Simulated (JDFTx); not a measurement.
# Double layer at ZrSi2(110)

ZrSi2(110) slab cut from bulk ZrSi2 (space group Cmcm, indices of the conventional cell, lattice of the Materials Project entry mp-1515, not re-optimised): 14 atoms in 14 planes, a 1x1 cell of 28.14 Å² (|a| = 3.673, |b| = 7.660 Å), 7.7 Å between the outermost planes, Si outermost, slab composition Zr4Si10, cell height 23.5 Å, 6×4×1 k mesh, Fermi smearing 0.01 Ha, no spin polarisation. Whether this polymorph is the ambient one wasn't checked. Neither spin polarisation nor a larger cell was tried.

Computed with a modified build of JDFTx: PBE, GBRV ultrasoft potentials, plane waves to 20/100 Ha. Outer atoms relaxed in vacuum, keeping the start's symmetry. The same nuclei were then put into each liquid, at zero charge and at set potentials or charges. This is a symmetric, unreconstructed model surface, and the continuum liquid cannot react with it. Potentials are on the SHE scale by the convention U = −μ/e − 4.44 V; references calibrated for a solvation model differ from this value.

In vacuum the work function is 4.91 eV, which would put the uncharged electrode at 0.47 V vs SHE if the liquid did nothing. Each liquid moves the Fermi level of the neutral slab, now counted from the bulk liquid: CANDLE, water, 0.5 M NaCl by 0.28 eV, to a potential of zero charge of 0.19 V; soft-sphere model, water, 0.5 M NaCl by 0.85 eV, to a potential of zero charge of -0.38 V; SCCS (g09 parameters), water, 0.5 M NaCl by 0.14 eV, to a potential of zero charge of 0.33 V. The models of water differ by 0.72 V among themselves.

Charging:

| liquid | U − U_pzc (V) | σ (μC/cm²) | σ/(U − U_pzc) (μF/cm²) | Δγ (mJ/m²) |
|---|---|---|---|---|
| CANDLE, water | 0.16 | 1.9 | 12 | -2 |
| CANDLE, water | 0.31 | 3.8 | 12 | -6 |
| CANDLE, water | 0.32 | 4.0 | 12 | -6 |
| CANDLE, water | 0.71 | 9.1 | 13 | -32 |
| soft-sphere model, water | -0.62 | -13.9 | 22 | -42 |
| soft-sphere model, water | -0.32 | -7.0 | 22 | -11 |
| SCCS (g09 parameters), water | -0.38 | -3.9 | 10 | -7 |
| SCCS (g09 parameters), water | -0.18 | -1.9 | 10 | -2 |

The mean capacitance runs from 10 to 22 μF/cm². Δγ, the grand free energy per area against the neutral surface, is negative throughout, since charging at a held potential lowers it. The cavity function reaches one half at 2.6 Å (CANDLE, water), 1.6 Å (soft-sphere model, water), 2.2 Å (SCCS (g09 parameters), water) above the top atoms; the models define their cavities differently. CANDLE's negatively charged runs are left out, as they depend on the cell height. No specific adsorption of ions or solvent is in these numbers.
